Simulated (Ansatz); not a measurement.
Hf2InC:
Space group P6₃/mmc (No. 194); a = 3.289 Å, b = 3.289 Å, c = 14.709 Å, α = 90.00°, β = 90.00°, γ = 120.00°

```csv
atom,site,symmetry,x,y,z
Hf,4f,3m.,0.3333,0.6667,0.0824
In,2d,-6m2,0.6667,0.3333,0.2500
C,2a,-3m.,0.0000,0.0000,0.0000
```

Relaxed with PBEsol.

Which orbitals make up the states near the Fermi level in PBEsol (plane waves, PAW; program Ansatz)?

Within 0.5 eV of the Fermi level: Hf 5d 75 %, In 5p 14 %. Projections are on Löwdin-orthogonalised atomic valence shells; empty p or d shells of many metals are not among them.

Tabulate the density of states.

States/eV per cell of 8 atoms, in 0.25 eV bins, energy from the Fermi level.

| E (eV) | total | Hf 5d | C 2p | In 5p |
|---|---|---|---|---|
| -7.85 | 0.78 | 0.05 | 0.02 | 0.10 |
| -7.60 | 0.97 | 0.09 | 0.02 | 0.19 |
| -7.35 | 0.95 | 0.12 | 0.02 | 0.24 |
| -7.10 | 0.94 | 0.13 | 0.02 | 0.26 |
| -6.85 | 0.93 | 0.15 | 0.03 | 0.27 |
| -6.60 | 0.94 | 0.16 | 0.03 | 0.28 |
| -6.35 | 0.95 | 0.18 | 0.05 | 0.27 |
| -6.10 | 1.02 | 0.22 | 0.08 | 0.27 |
| -5.85 | 1.27 | 0.31 | 0.17 | 0.29 |
| -5.60 | 1.77 | 0.51 | 0.37 | 0.31 |
| -5.35 | 2.27 | 0.73 | 0.64 | 0.28 |
| -5.10 | 2.44 | 0.82 | 0.77 | 0.25 |
| -4.85 | 3.31 | 1.12 | 1.11 | 0.32 |
| -4.60 | 3.71 | 1.23 | 1.31 | 0.31 |
| -4.35 | 3.98 | 1.30 | 1.32 | 0.34 |
| -4.10 | 4.87 | 1.63 | 1.26 | 0.36 |
| -3.85 | 2.69 | 0.99 | 0.95 | 0.14 |
| -3.60 | 3.41 | 1.22 | 1.53 | 0.15 |
| -3.35 | 3.47 | 1.24 | 1.55 | 0.13 |
| -3.10 | 6.34 | 2.17 | 2.99 | 0.31 |
| -2.85 | 13.72 | 5.24 | 7.51 | 0.40 |
| -2.60 | 3.08 | 1.25 | 1.62 | 0.12 |
| -2.35 | 0.80 | 0.19 | 0.11 | 0.39 |
| -2.10 | 1.36 | 0.34 | 0.15 | 0.68 |
| -1.85 | 2.81 | 0.92 | 0.28 | 1.26 |
| -1.60 | 5.95 | 2.96 | 0.48 | 1.93 |
| -1.35 | 7.05 | 4.04 | 0.48 | 1.91 |
| -1.10 | 6.60 | 4.03 | 0.23 | 1.83 |
| -0.85 | 5.88 | 3.37 | 0.26 | 1.72 |
| -0.60 | 4.07 | 2.69 | 0.20 | 0.89 |
| -0.35 | 3.24 | 2.32 | 0.14 | 0.56 |
| -0.10 | 2.05 | 1.58 | 0.07 | 0.25 |
| 0.15 | 1.83 | 1.42 | 0.05 | 0.22 |
| 0.40 | 2.04 | 1.61 | 0.04 | 0.24 |
| 0.65 | 2.95 | 2.37 | 0.07 | 0.26 |
| 0.90 | 2.75 | 2.14 | 0.12 | 0.33 |
| 1.15 | 2.75 | 2.10 | 0.13 | 0.35 |
| 1.40 | 3.57 | 2.74 | 0.18 | 0.39 |
| 1.65 | 4.00 | 3.09 | 0.22 | 0.38 |
| 1.90 | 3.38 | 2.46 | 0.23 | 0.36 |
| 2.15 | 4.33 | 3.13 | 0.26 | 0.43 |
| 2.40 | 4.46 | 3.24 | 0.27 | 0.47 |
| 2.65 | 5.05 | 3.76 | 0.28 | 0.50 |
| 2.90 | 5.33 | 4.11 | 0.25 | 0.46 |
| 3.15 | 6.58 | 4.55 | 0.32 | 0.71 |
| 3.40 | 5.99 | 3.73 | 0.40 | 0.64 |
| 3.65 | 3.45 | 2.06 | 0.31 | 0.47 |
| 3.90 | 4.34 | 2.59 | 0.30 | 0.69 |
| 4.15 | 6.72 | 4.25 | 0.64 | 0.61 |
| 4.40 | 7.10 | 4.70 | 0.69 | 0.54 |
| 4.65 | 7.84 | 5.09 | 0.64 | 0.74 |

Space group P6_3/mmc. The workflow started from a Materials Project entry (that database holds measured and hypothetical structures alike); the Crystallography Open Database copy checked does not list it. Its standing as an ambient phase is unchecked. The cell was relaxed with PBEsol under the symmetry of its start; of distortions, only those at the zone centre were tested. No spin polarisation was allowed. Scalar-relativistic: spin–orbit coupling is off unless named, which matters more the heavier the elements.

Potentials: the later of the program's two PAW sets.
